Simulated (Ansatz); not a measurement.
Name crystals whose computed values (the program Ansatz at the PBE level (PAW)) fall in these windows: B₀ by P(V) fit (GPa) 49 to 69; electron conductivity mass (mₑ) 0.38 to 0.50; gap (eV) 0.85 to 1.1.



```json
[
 {"crystal": "GaP, Pm-3n (Ga on 6c, P on 6d)", "B₀ by P(V) fit (GPa)": "58.5", "electron conductivity mass (mₑ)": "0.42", "gap (eV)": "0.96"}
]
```
Others may fit too.

Typed or built starts, not in the databases checked: GaP, Pm-3n (Ga on 6c, P on 6d). Not the usual ambient phase: GaP, Pm-3n (Ga on 6c, P on 6d). The cell was relaxed under the symmetry of its start. Spin–orbit coupling is left out wherever it is not named.

Potentials: the earlier of the program's two PAW sets.
